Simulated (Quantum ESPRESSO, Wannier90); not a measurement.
# Wannier functions of CdSe (zinc blende)

Cell from Materials Project (mp-2691), symmetrised, no further relaxation. Not found in the COD (Crystallography Open Database) copy used, which has the formula in other groups; not checked further. Computed values, not measurements, from PBEsol: Quantum ESPRESSO (norm-conserving PseudoDojo potentials, cutoff 82 Ry, spinors with spin-orbit coupling) on a Γ-centred 6×6×6 mesh, then Wannier90. Density: 10×10×10 mesh, Gaussian smearing 0.01 Ry.

On the energy scale of pw.x, whose zero is arbitrary, the valence-band maximum lies at 7.35 eV.

Input w.win:

```
num_bands = 8
num_wann = 8
exclude_bands = 1-18,21-30,37-62
spinors = true
num_iter = 800
conv_tol = 1.0e-6
conv_window = 4
num_cg_steps = 20
write_hr = true
write_u_matrices = true
auto_projections = true
begin unit_cell_cart
ang
    0.0000000000    3.0702700000    3.0702700000
    3.0702700000    0.0000000000    3.0702700000
    3.0702700000    3.0702700000    0.0000000000
end unit_cell_cart
begin atoms_frac
Cd   0.0000000000  0.0000000000  0.0000000000
Se   0.2500000000  0.2500000000  0.2500000000
end atoms_frac
mp_grid = 6 6 6
begin kpoints
0.0000000000 0.0000000000 0.0000000000
0.0000000000 0.0000000000 0.1666666667
0.0000000000 0.0000000000 0.3333333333
... (213 more lines: the 6x6x6 mesh through Gamma)
end kpoints
```

Input of pw2wannier90.x that gives the overlap and projection files (equivalent; here they were cut from one run over all bands):

```
&inputpp
  outdir = './out'
  prefix = 'pwscf'
  seedname = 'w'
  write_amn = .true.
  write_mmn = .true.
  scdm_proj = .true.
  scdm_entanglement = 'isolated'
/
```

Output w.wout (banner and timings cut):

```
                                    ------
                                    SYSTEM
                                    ------

                              Lattice Vectors (Ang)
                    a_1     0.000000   3.070270   3.070270
                    a_2     3.070270   0.000000   3.070270
                    a_3     3.070270   3.070270   0.000000

                   Unit Cell Volume:      57.88416  (Ang^3)

                        Reciprocal-Space Vectors (Ang^-1)
                    b_1    -1.023230   1.023230   1.023230
                    b_2     1.023230  -1.023230   1.023230
                    b_3     1.023230   1.023230  -1.023230

 *----------------------------------------------------------------------------*
 |   Site       Fractional Coordinate          Cartesian Coordinate (Ang)     |
 +----------------------------------------------------------------------------+
 | cd   1   0.00000   0.00000   0.00000   |    0.00000   0.00000   0.00000    |
 | se   1   0.25000   0.25000   0.25000   |    1.53513   1.53513   1.53513    |
 *----------------------------------------------------------------------------*
                                ------------
                                K-POINT GRID
                                ------------

             Grid size =  6 x  6 x  6      Total points =  216

 *---------------------------------- MAIN ------------------------------------*
 |  Number of Wannier Functions               :                 8             |
 |  Number of Objective Wannier Functions     :                 8             |
 |  Number of input Bloch states              :                 8             |
 |  Output verbosity (1=low, 5=high)          :                 1             |
 |  Timing Level (1=low, 5=high)              :                 1             |
 |  Optimisation (0=memory, 3=speed)          :                 3             |
 |  Length Unit                               :               Ang             |
 |  Post-processing setup (write *.nnkp)      :                 F             |
 |  Using Gamma-only branch of algorithms     :                 F             |
 *----------------------------------------------------------------------------*
 *------------------------------- WANNIERISE ---------------------------------*
 |  Total number of iterations                :               800             |
 |  Number of CG steps before reset           :                20             |
 |  Trial step length for line search         :             2.000             |
 |  Convergence tolerence                     :         0.100E-05             |
 |  Convergence window                        :                 4             |
 |  Iterations between writing output         :                 1             |
 |  Iterations between backing up to disk     :               100             |
 |  Write r^2_nm to file                      :                 F             |
 |  Write xyz WF centres to file              :                 F             |
 |  Write on-site energies <0n|H|0n> to file  :                 F             |
 |  Use guiding centre to control phases      :                 F             |
 |  Use phases for initial projections        :                 F             |
 *----------------------------------------------------------------------------*
 *-------------------------------- PLOTTING ----------------------------------*
 |  Plotting Hamiltonian in WF basis          :                 T             |
 *----------------------------------------------------------------------------*

 *---------------------------------- K-MESH ----------------------------------*
 +----------------------------------------------------------------------------+
 |                    Distance to Nearest-Neighbour Shells                    |
 |                    ------------------------------------                    |
 |          Shell             Distance (Ang^-1)          Multiplicity         |
 |          -----             -----------------          ------------         |
 |             1                   0.295381                      8            |
 |             2                   0.341077                      6            |
 |             3                   0.482355                     12            |
 |             4                   0.565612                     24            |
 |             5                   0.590762                      8            |
 |             6                   0.682153                      6            |
 |             7                   0.743359                     24            |
 |             8                   0.762671                     24            |
       ... (lines left out)
 +----------------------------------------------------------------------------+
 | The b-vectors are chosen automatically                                     |
 | The following shells are used:                       1                     |
 +----------------------------------------------------------------------------+
 |                        Shell   # Nearest-Neighbours                        |
 |                        -----   --------------------                        |
 |                          1               8                                 |
 +----------------------------------------------------------------------------+
 | Completeness relation is fully satisfied [Eq. (B1), PRB 56, 12847 (1997)]  |
 +----------------------------------------------------------------------------+
 |                  b_k Vectors (Ang^-1) and Weights (Ang^2)                  |
 |                  ----------------------------------------                  |
 |            No.         b_k(x)      b_k(y)      b_k(z)        w_b           |
 |            ---        --------------------------------     --------        |
 |             1         0.170538    0.170538   -0.170538     4.297995        |
 |             2         0.170538   -0.170538    0.170538     4.297995        |
 |             3        -0.170538    0.170538    0.170538     4.297995        |
 |             4         0.170538    0.170538    0.170538     4.297995        |
 |             5        -0.170538   -0.170538    0.170538     4.297995        |
 |             6        -0.170538    0.170538   -0.170538     4.297995        |
 |             7         0.170538   -0.170538   -0.170538     4.297995        |
 |             8        -0.170538   -0.170538   -0.170538     4.297995        |
 +----------------------------------------------------------------------------+
 |                           b_k Directions (Ang^-1)                          |
 |                           -----------------------                          |
 |            No.           x           y           z                         |
 |            ---        --------------------------------                     |
 |             1         0.170538    0.170538   -0.170538                     |
 |             2         0.170538   -0.170538    0.170538                     |
 |             3        -0.170538    0.170538    0.170538                     |
 |             4         0.170538    0.170538    0.170538                     |
 +----------------------------------------------------------------------------+

 Starting a new Wannier90 calculation ...

 Reading overlaps from w.mmn

 Reading projections from w.amn

 *------------------------------- WANNIERISE ---------------------------------*
 +--------------------------------------------------------------------+<-- CONV
 | Iter  Delta Spread     RMS Gradient      Spread (Ang^2)            |<-- CONV
 +--------------------------------------------------------------------+<-- CONV

 ------------------------------------------------------------------------------
 Initial State
  WF centre and spread    1  (  0.764906,  0.885678,  1.073343 )    13.48887894
  WF centre and spread    2  ( -1.405931,  1.154615, -1.285049 )    11.26567445
  WF centre and spread    3  (  1.052977, -1.183626, -1.015659 )    11.46289031
  WF centre and spread    4  (  1.751255,  1.602767,  1.246367 )     9.20758408
  WF centre and spread    5  (  0.004871, -0.071238, -0.688992 )    12.57355721
  WF centre and spread    6  (  0.746103, -0.127639, -0.000861 )    16.75520244
  WF centre and spread    7  (  1.239013,  1.003723,  1.122540 )     9.53548585
  WF centre and spread    8  ( -0.175197,  0.243323, -0.181458 )    17.18512385
  Sum of centres and spreads (  3.977996,  3.507604,  0.270232 )   101.47439714

      0     0.101E+03     0.0000000000      101.4743971294  <-- CONV
        O_D=     14.2044155 O_OD=     70.0550879 O_TOT=    101.4743971 <-- SPRD
 ------------------------------------------------------------------------------
      1    -0.887E+00     7.0387609927      100.5877957754  <-- CONV
        O_D=     13.4512451 O_OD=     69.9216569 O_TOT=    100.5877958 <-- SPRD
      2    -0.365E+01     4.4055974058       96.9345822454  <-- CONV
        O_D=     10.9536464 O_OD=     68.7660420 O_TOT=     96.9345822 <-- SPRD
      3    -0.899E+01     3.2102176243       87.9408836388  <-- CONV
        O_D=      6.9739710 O_OD=     63.7520189 O_TOT=     87.9408836 <-- SPRD
      4    -0.506E+01     2.8136488064       82.8769205556  <-- CONV
        O_D=      5.9186065 O_OD=     59.7434203 O_TOT=     82.8769206 <-- SPRD
      5    -0.542E+01     2.4854506601       77.4548788676  <-- CONV
        O_D=      6.1434867 O_OD=     54.0964984 O_TOT=     77.4548789 <-- SPRD
       ... (lines left out)
     92    -0.182E-06     0.0004785742       18.0852632152  <-- CONV
        O_D=      0.0064957 O_OD=      0.8638737 O_TOT=     18.0852632 <-- SPRD
     93    -0.125E-06     0.0002895058       18.0852630900  <-- CONV
        O_D=      0.0064957 O_OD=      0.8638736 O_TOT=     18.0852631 <-- SPRD
     94    -0.120E-06     0.0002866803       18.0852629701  <-- CONV
        O_D=      0.0064956 O_OD=      0.8638735 O_TOT=     18.0852630 <-- SPRD
             <<<     Delta < 1.000E-06  over  4 iterations     >>>
             <<< Wannierisation convergence criteria satisfied >>>
 Final State
  WF centre and spread    1  (  1.140699,  1.140765,  1.140780 )     2.26077699
  WF centre and spread    2  ( -1.140743,  1.140811, -1.140694 )     2.26080707
  WF centre and spread    3  (  1.140755, -1.140739, -1.140775 )     2.26088847
  WF centre and spread    4  (  1.929538,  1.929533,  1.140688 )     2.26043792
  WF centre and spread    5  ( -1.140776,  1.140704, -1.140736 )     2.26067885
  WF centre and spread    6  (  1.140784, -1.140731, -1.140738 )     2.26082783
  WF centre and spread    7  (  1.140706,  1.140667,  1.140799 )     2.26050112
  WF centre and spread    8  ( -1.140701, -1.140743,  1.140691 )     2.26034474
  Sum of centres and spreads (  3.070262,  3.070267,  0.000014 )    18.08526298

         Spreads (Ang^2)       Omega I      =    17.214893790
        ================       Omega D      =     0.006495648
                               Omega OD     =     0.863873532
    Final Spread (Ang^2)       Omega Total  =    18.085262970
```
